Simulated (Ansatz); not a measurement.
ZnS (wurtzite, P6_3mc), plane-wave PAW r²SCAN (Ansatz code). The conduction-band minimum lies at Γ, with 1 equivalent valley. Second derivatives d²E/dk² of the lowest band at one valley (eV·Å²), along Cartesian directions:

```tsv
direction	d²E/dk²
[100]	36.92
[010]	36.92
[001]	42.77
[110]	36.92
[101]	39.85
[011]	39.85
```

Question: Find the principal effective masses, the density-of-states mass and the conductivity mass.

Answer: Off-diagonal terms follow from H_xy = H[110] − (H_xx + H_yy)/2, and m*/mₑ = 7.620 eV·Å² over each eigenvalue: 0.18, 0.21, 0.21. One valley's DOS mass (m₁m₂m₃)^(1/3) = 0.20, conductivity mass 3/(Σ 1/mᵢ) = 0.20 mₑ.

Question: What effective density of states Nc follows at 300 K for parabolic valleys?

Answer: Nc = 2.509e19 × 1 × (0.20)^(3/2) ≈ 2.2e18 cm⁻³.

Question: With the computed static dielectric constant 8.41 (mean of the diagonal), estimate a hydrogenic donor's binding energy and radius.

Answer: E = 13.606 eV × 0.20/8.41² ≈ 38 meV; a = 0.529 Å × ε/m* ≈ 22 Å. Semilocal masses tend to be too small where the gap is.

The cell was relaxed with r²SCAN under the symmetry of its start; phonons on a q-mesh show no instability.

Potentials: the later of the program's two PAW sets.
